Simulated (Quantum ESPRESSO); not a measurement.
Space group P4/nmm, origin choice 1 (No. 129); a = 4.4215 Å, b = 4.4215 Å, c = 7.2685 Å, α = 90.00°, β = 90.00°, γ = 90.00°

| atom | site | symmetry | x | y | z |
|---|---|---|---|---|---|
| H | 2a | -4m2 | 0.0000 | 0.0000 | 0.0000 |
| Cl | 2c | 4mm | 0.0000 | 0.5000 | 0.3464 |
| Ba | 2c | 4mm | 0.5000 | 0.0000 | 0.2082 |

The geometry is that of Materials Project entry mp-23861, symmetrised and not relaxed again.

Q: What does PBEsol (pw.x of Quantum ESPRESSO, ONCV potentials, without SOC) give for the electronic structure near the Fermi level?

A: The PBEsol gap is direct, 3.28 eV at Z.
